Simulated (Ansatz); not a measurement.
TiC (rock salt)

Space group Fm-3m (No. 225); a = b = c = 4.2933 Å, α = β = γ = 90.00°

| atom | site | symmetry | x | y | z |
|---|---|---|---|---|---|
| C | 4a | m-3m | 0.0000 | 0.0000 | 0.0000 |
| Ti | 4b | m-3m | 0.5000 | 0.5000 | 0.5000 |
(The calculation used a cell of 2 atoms; values per cell refer to that cell.)

Two coordinates are scanned: the volume, and the ratio of the stretch along z (the conventional c axis) to the stretch across it. Atoms keep their fractional coordinates.

Calculation: PBEsol (plane waves to 420 eV, PAW, scalar-relativistic; Ansatz, a quantum-chemistry and plane-wave program). k mesh 19×19×19 (Γ-centred), Fermi-Dirac smearing 0.05 eV. Compression counts positive. With partly filled bands, the response to shear is sensitive to the k mesh, so small differences along c/a are uncertain. TiC is run without spin polarisation. TiC was relaxed with its symmetry unable to fall. 

Q: What σxx (GPa) does the calculation give at all points of the grid V/V₀ = 0.920, 0.960, 1.000, 1.040, 1.080 by (c/a)/(c/a)₀ = 0.880, 0.940, 1.000, 1.060, 1.120?

A: σxx (GPa), with V/V₀ across and (c/a)/(c/a)₀ down:

```tsv
(c/a)/(c/a)₀ \ V/V₀	0.920	0.960	1.000	1.040	1.080
0.880	4.6	-6.2	-14.8	-21.7	-27.3
0.940	14.8	2.2	-8.0	-16.2	-22.9
1.000	26.3	11.8	0.0	-9.7	-17.6
1.060	39.5	23.0	9.4	-1.8	-11.0
1.120	54.8	36.3	20.8	8.0	-2.6
```

(A scan under strain: stresses follow from slopes of the energy per volume, elastic moduli from its curvatures.)
